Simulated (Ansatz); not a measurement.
SiGe:
```
CELL_PARAMETERS angstrom
      3.90087     0.00000     0.00000
     -1.95044     3.37825     0.00000
      0.00000     0.00000     6.44245
ATOMIC_POSITIONS crystal
  Si 0.66667 0.33333 0.87456
  Si 0.33333 0.66667 0.37456
  Ge 0.66667 0.33333 0.50044
  Ge 0.33333 0.66667 0.00044
```

Relaxed with PBEsol. Special points in fractions of this cell's reciprocal vectors: Γ (0.000, 0.000, 0.000); M (0.500, 0.000, 0.000); K (0.333, 0.333, 0.000); A (0.000, 0.000, 0.500); L (0.500, 0.000, 0.500); H (0.333, 0.333, 0.500).

Problem. List the band energies nearest the valence-band maximum at these points for PBEsol with spin–orbit coupling in the plane-wave PAW code Ansatz.

Solution. In eV from the valence-band maximum; about four levels below and three above (degenerate sets whole), none deeper than 8.9 eV; points with the same levels are listed once.

```
k                          below                above
-  -----------------------------  -------------------
Γ          -0.10 -0.10 0.00 0.00  0.34 0.34 1.42 1.42
M        -3.10 -3.10 -1.59 -1.59  0.28 0.28 1.90 1.90
K  -3.72 -3.72 -3.70 -3.46 -3.46       0.90 0.90 4.69
A        -0.98 -0.98 -0.98 -0.98  1.14 1.14 1.14 1.14
L        -2.57 -2.57 -2.57 -2.57  0.55 0.55 0.55 0.55
H        -2.18 -2.18 -2.16 -2.16  1.27 1.27 1.28 1.28
```

Space group P6_3mc (wurtzite). The workflow started from a Materials Project entry (that database holds measured and hypothetical structures alike); the Crystallography Open Database copy checked does not list it. Whether it is the stable phase at ambient conditions was not checked. Symmetry was held in the PBEsol relaxation; of distortions, only those at the zone centre were tested.

Potentials: the later of the program's two PAW sets.
